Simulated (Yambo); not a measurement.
Rb2RhAgF6 (space group Fm-3m, No. 225), G0W0@PBEsol in Yambo with this input:

```
rim_cut
gw0
dyson
el_el_corr
HF_and_locXC
ppa
em1d
RandQpts= 1000000
RandGvec= 1 Ry
EXXRLvcs= 88 Ry
VXCRLvcs= 352 Ry
Chimod= "HARTREE"
% BndsRnXp
 9 | 335 |
%
NGsBlkXp= 8 Ry
% LongDrXp
 1.0 | 1.0 | 1.0 |
%
PPAPntXp= 27.2114 eV
% GbndRnge
 1 | 335 |
%
GTermKind= "BG"
DysSolver= "n"
ExtendOut
```

On a 2×2×2 mesh, with wavefunctions cut at 88 Ry, the gap (X → X) is 3.478 eV and the valence edge shifts by -0.949 eV.

Q: What happens with this change: 161 bands in W?

A: The gap rises by 0.045 eV, to 3.523 eV; the shift of the valence edge becomes -0.844 eV. Neither run is shown to be the converged limit.

Spin-orbit coupling is not included.

Geometry of the Materials Project entry, not relaxed at this level; primitive cell a = 6.2540 Å, b = 6.2540 Å, c = 6.2540 Å, α = 60.00°, β = 60.00°, γ = 60.00°.

The structure is a Materials Project entry; no match was found in the copy of COD used, and its stability was not checked.

A shift is the quasiparticle energy of the state minus its PBEsol energy.
